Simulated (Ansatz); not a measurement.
Frames from the relaxation of a generated cell, BeNi built in the AFLOW prototype AB_cI16_199_a_a (B_a), as extended XYZ (Å, eV, eV/Å, GPa with compression positive). Level of theory: PBEsol (plane waves to 420 eV, PAW, scalar-relativistic; Ansatz, a quantum-chemistry and plane-wave program). Γ-centred k-mesh 9×9×9 on the run's cell (coarser than for final values), Fermi–Dirac smearing 0.05 eV.

```xyz
8
Lattice="-2.5870 2.5870 2.5870 2.5870 -2.5870 2.5870 2.5870 2.5870 -2.5870" Properties=species:S:1:pos:R:3:forces:R:3 pbc="T T T" step=1 free_energy=-23582.512 pressure=15.8 accepted=T
Ni     2.3593     2.3593     2.3593    2.2361    2.2361    2.2361
Ni     0.2277     2.8147    -0.2277   -2.2361   -2.2361    2.2361
Ni     2.8147    -0.2277     0.2277   -2.2361    2.2361   -2.2361
Ni    -0.2277     0.2277     2.8147    2.2361   -2.2361   -2.2361
Be     1.1140     1.1140     1.1140   -0.1991   -0.1991   -0.1991
Be    -1.1140     1.4730     1.1140    0.1991    0.1991   -0.1991
Be     1.4730     1.1140    -1.1140    0.1991   -0.1991    0.1991
Be     1.1140    -1.1140     1.4730   -0.1991    0.1991    0.1991
8
Lattice="-2.5755 2.5755 2.5755 2.5755 -2.5755 2.5755 2.5755 2.5755 -2.5755" Properties=species:S:1:pos:R:3:forces:R:3 pbc="T T T" step=3 free_energy=-23584.942 pressure=3.5 accepted=T
Ni     2.5106     2.5106     2.5106    0.2702    0.2702    0.2702
Ni     0.0648     2.6403    -0.0648   -0.2702   -0.2702    0.2702
Ni     2.6403    -0.0648     0.0648   -0.2702    0.2702   -0.2702
Ni    -0.0648     0.0648     2.6403    0.2702   -0.2702   -0.2702
Be     1.1827     1.1827     1.1827    0.2889    0.2889    0.2889
Be    -1.1827     1.3928     1.1827   -0.2889   -0.2889    0.2889
Be     1.3928     1.1827    -1.1827   -0.2889    0.2889   -0.2889
Be     1.1827    -1.1827     1.3928    0.2889   -0.2889   -0.2889
8
Lattice="-2.5878 2.5878 2.5878 2.5878 -2.5878 2.5878 2.5878 2.5878 -2.5878" Properties=species:S:1:pos:R:3:forces:R:3 pbc="T T T" step=5 free_energy=-23585.228 pressure=-1.0 accepted=T
Ni     2.5868     2.5868     2.5868    0.0022    0.0022    0.0022
Ni     0.0009     2.5887    -0.0009   -0.0022   -0.0022    0.0022
Ni     2.5887    -0.0009     0.0009   -0.0022    0.0022   -0.0022
Ni    -0.0009     0.0009     2.5887    0.0022   -0.0022   -0.0022
Be     1.2921     1.2921     1.2921    0.0055    0.0055    0.0055
Be    -1.2921     1.2957     1.2921   -0.0055   -0.0055    0.0055
Be     1.2957     1.2921    -1.2921   -0.0055    0.0055   -0.0055
Be     1.2921    -1.2921     1.2957    0.0055   -0.0055   -0.0055
```

The path has 5 moves and ends in Pm-3m (No. 221) (CsCl type), 0.34 eV/atom below its start. Free energies are of the whole cell and compare only within this code, potentials and settings. Spin-polarised start, with parallel moments on Ni. No spin polarisation in the result: the starting moments vanished. A magnetic state may lie lower.

The run could not lose the symmetry of its start.

The first start was generated by placing the elements on the sites of a structure type. Materials Project lists a structure of BeNi in the same space group, Pm-3m (No. 221); the sites were not compared with it, nor with measured phases.
